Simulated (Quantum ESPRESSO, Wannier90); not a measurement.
# Al (hcp (Mg type), model phase): Wannier90 run

```
Al
1.0
    2.81246     0.00000     0.00000
   -1.40623     2.43566     0.00000
    0.00000     0.00000     4.86685
Al
2
Direct
  0.66667   0.33333   0.75000
  0.33333   0.66667   0.25000
```

Structure: Materials Project mp-2647008, symmetrised, not relaxed again. This isn't the element's usual structure (fcc); take it as a model of another phase. Level: LDA, no spin polarisation, no spin-orbit coupling; pw.x of Quantum ESPRESSO at 36 Ry with PseudoDojo potentials, 12×12×6 k-points, Wannier90. Density: 18×18×10 mesh, cold smearing 0.01 Ry.

Base run: 8 functions from bands 1-15 of the 15 computed, start hydrogen-like Al: s;p, frozen window up to 1.50 eV relative to the Fermi level, outer window open. One setting was then changed (edges relative to the Fermi level; misfit to pw.x on a path, for states up to 1.0 eV relative to the Fermi level).

```csv
run,Ω_I (Å²),rms misfit (meV),worst (meV)
base,12.41,19,137
changed,10.89,167,840
```

Problem. Which change was made?
A) frozen window to -0.50 eV
B) no frozen window
C) frozen window to 2.50 eV
D) only the lowest 13 of the kept bands
E) frozen window to -1.50 eV

Solution. E, frozen window to -1.50 eV. The others give:

```tsv
run	Ω_I (Å²)	rms misfit (meV)	worst (meV)
frozen window to 2.50 eV	13.36	13	74
frozen window to -0.50 eV	11.19	97	558
no frozen window	10.14	498	1491
only the lowest 13 of the kept bands	13.84	14	91
```
